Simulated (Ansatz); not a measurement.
Ba (bcc (W type), Im-3m) at seven volumes, the program Ansatz at the PBE+D3(BJ) level (PAW), scaled uniformly. One row is withheld.

| V (Å³/atom) | P (GPa) |
|---|---|
| 54.145 | 0.96 |
| 55.930 | ? |
| 57.715 | 0.28 |
| 59.500 | 0.00 |
| 61.285 | -0.25 |
| 63.070 | -0.47 |
| 64.855 | -0.67 |

Problem. Fit the shown pressures and predict the withheld one.

Solution. P = (3/2)B₀(x^(7/2) − x^(5/2))[1 + (3/4)(B′ − 4)(x − 1)] with x = (V₀/V)^(2/3). Least squares on the six rows gives V₀ = 59.497 Å³/atom, B₀ = 8.8 GPa, B′ = 3.03. At V = 55.930, x = 1.0421 and P = 0.60 GPa. The run itself gave 0.60 GPa.

The cell was relaxed with PBE+D3(BJ) under the symmetry of its start. The pairwise dispersion correction was not fitted to metals. Scalar-relativistic: spin–orbit coupling is off unless named, which matters more the heavier the elements.

Potentials: the later of the program's two PAW sets.
